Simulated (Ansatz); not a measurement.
All numbers below come from DFT PBE, scalar-relativistic, plane waves, PAW (Ansatz 0.2.0). Plane waves to 420 eV, a 6×6×12 mesh through Γ for the 6-atom cell and 0.10 eV Gaussian smearing; no spin polarisation.

Formation energies are uncorrected and refer to the elements' standard structures at the same level (O₂ as a molecule).

Question: Give a relaxed trial structure of a hexagonal metal with formula Cd3TeO2, with a formation energy near −0.49 eV/atom and a density near 7.48 g/cm³, in a cell of 6 atoms.

Answer: Cd3TeO2, space group P6/mmm (No. 191). Cd has 4 O at 2.42 Å, 6 Cd at 3.14–3.18 Å and 4 Te at 3.55 Å; Te has 2 Te at 3.14 Å and 12 Cd at 3.55 Å; around O lie 6 Cd at 2.42 Å.

```xyz
6
Lattice="6.3657 0.0000 0.0000 -3.1829 5.5129 0.0000 0.0000 0.0000 3.1423" Properties=species:S:1:pos:R:3 pbc="T T T"
Cd   -1.5914    2.7564    1.5712
Cd    3.1829    0.0000    1.5712
Cd    1.5914    2.7564    1.5712
Te    0.0000    0.0000    0.0000
O     3.1829    1.8376    0.0000
O     0.0000    3.6752    0.0000
```

| Item | Value |
| --- | --- |
| Volume per atom | 18.38 Å³ |
| Density | 7.48 g/cm³ |
| Formation energy | −0.49 eV/atom |
| Gap on the 6×6×12 mesh of the 6-atom cell | 0 eV (a metal) |

It was reached by relaxing an invented guess, and it needn't be the stable form of this composition. The answer needn't be unique; the calculation gave this one.

These runs have no spin–orbit coupling, which can matter for Te. The reference form of Te is held partly by dispersion forces, which this level lacks. A structure relaxed within its symmetry needn't be a true minimum.
